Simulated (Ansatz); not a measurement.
# Ag (Im-3m), rigid cleavage

Theory: DFT r2SCAN, scalar-relativistic, plane waves, PAW (Ansatz). Cutoff 500 eV, Γ-centred 16×10×5 k-points, Gaussian smearing of 0.15 eV. No spin polarisation. Energies are free energies at this smearing, counted from the undisturbed cell; pressure is positive in compression.

Zero of the scan (as given, not relaxed at this level; it stands at -3.7 GPa; this bcc form isn't the usual structure):

```
CELL_PARAMETERS angstrom
-1.65565 1.65565 -1.65565
-3.31131 -3.31131 0.00000
-1.65565 4.96696 8.27827
ATOMIC_POSITIONS crystal
Ag 0.71429 0.57143 0.07141
Ag 0.00000 0.00000 0.92855
Ag 0.14286 0.71429 0.35712
Ag 0.42857 0.14286 0.21426
Ag 0.57143 0.85714 0.64284
Ag 0.85714 0.28571 0.49998
Ag 0.28571 0.42857 0.78569
```

The cut lies on the cell's a–b face, a (-1 1 2) plane (indices in the standard cell, whose axes needn't be the Cartesian ones shown) of area 13.43 Å², between layers 1.35 Å apart. Vector c is lengthened by d along the normal with the atoms' Cartesian places fixed: one unrelaxed cut a cell. The cell is metallic on the mesh throughout.

```
d (Å) energy (J/m²) traction dE/dd (GPa)
-0.30           0.20                 -22.1
-0.15              ?                     ?
 0.00           0.00                   3.8
 0.25           0.20                  10.5
 0.50           0.48                  12.0
 0.75           0.78                  11.5
 1.00           1.05                  10.2
 1.50           1.49                   7.2
 2.00           1.78                   4.5
 3.00              ?                     ?
 4.50           2.15                   0.2
 6.00              ?                   0.0
```

Problem. Give the withheld values.

Solution. energy (J/m²) at d (Å) = -0.15: 0.01; traction dE/dd (GPa) at d (Å) = -0.15: -5.6; energy (J/m²) at d (Å) = 3.00: 2.05; traction dE/dd (GPa) at d (Å) = 3.00: 1.5; energy (J/m²) at d (Å) = 6.00: 2.16.

Cost: 12 runs of about 32 core-minutes in all, on AMD EPYC 9R45 (Zen 5) (shared hosts).